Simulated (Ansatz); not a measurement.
# ZnS (F-43m): elasticity against pressure

```yaml
crystal:
  lattice:
    - [0.00000, 2.69452, 2.69452]
    - [2.69452, 0.00000, 2.69452]
    - [2.69452, 2.69452, 0.00000]
  atoms:
    - { symbol: Zn, position: [0.75000, 0.75000, 0.75000] }
    - { symbol: S, position: [0.00000, 0.00000, 0.00000] }
```

This is the zero-pressure cell. At each pressure cell and atoms are relaxed in this structure, and the constants are slopes of the stress at strains of ±0.005 with relaxed ions (the coefficients that govern stability under load). Level: r²SCAN, PAW on Ansatz 0.2.0's default frozen-core files (fitted under PBE), scalar-relativistic; k mesh 8×8×8, strains of ±0.005, fixed occupations, cutoff 500 eV. P is the pressure of the relaxed cell, less that of this one.

| P (GPa) | V/V₀ | C11 (GPa) | C12 (GPa) | C44 (GPa) |
| --- | --- | --- | --- | --- |
| 0.00 | 1.0000 | 107.5 | 64.2 | 50.1 |
| 1.00 | ? | ? | ? | ? |
| 2.02 | 0.9759 | 115.6 | 73.2 | 50.6 |
| 3.99 | 0.9551 | 123.2 | 81.8 | 50.8 |
| 6.97 | 0.9275 | 134.4 | 94.5 | 50.6 |
| 9.98 | 0.9033 | 145.2 | 107.1 | 49.9 |
| 15.00 | 0.8689 | 162.6 | 127.8 | 47.9 |

**Question.** Does the bulk modulus from the constants agree with the pressure-volume curve?

**Answer.** A third-order Birch-Murnaghan fit to the volumes shown (F against f, f = [(V₀/V)^(2/3) − 1]/2) gives B₀ = 78.7 GPa and B′ = 4.3. Its −V dP/dV stands beside (C11 + 2C12)/3:

```
P (GPa)  from P(V)  from the constants
   0.00       78.7                78.7
   2.02       87.3                87.3
   3.99       95.6                95.6
   6.97      107.8               107.8
   9.98      119.8               119.8
  15.00      139.5               139.4
```

**Question.** What are the pressure derivatives at zero pressure?

**Answer.** Slopes at V₀ of quadratic fits in −ln(V/V₀) through the first four rows shown, divided by B₀: dC11/dP = 4.1, dC12/dP = 4.5, dC44/dP = 0.4. The mean slopes up to 4.0 GPa are 3.9, 4.4, 0.2; curvature and scatter of the constants part the two. The combination (dC11/dP + 2 dC12/dP)/3 = 4.3 stands against B′.

**Question.** Fill the row at 1.00 GPa.

**Answer.** Cubic fits in −ln(V/V₀) through all rows shown give C11 = 111.6, C12 = 68.7, C44 = 50.4 GPa. Computed: V/V₀ = 0.9877, C11 (GPa) = 111.6, C12 (GPa) = 68.7, C44 (GPa) = 50.4.

**Question.** Does a shear stiffness soften?

**Answer.** C44 goes from 50.1 to 47.9 GPa, through a maximum of 50.8 near 4 GPa; (C11 − C12)/2 goes from 21.7 to 17.4 GPa. C44 and (C11 − C12)/2 soften under pressure, though the lattice stays mechanically stable over this range.

Known limits: no other phase was computed; many crystals of this kind change structure within this range, and rows or crossings beyond such a change describe a metastable lattice; frozen-core PAW files fitted under PBE, their cores solved anew for the functional of the run; constants at zero field, no piezoelectric stiffening; phonons weren't checked at these pressures.
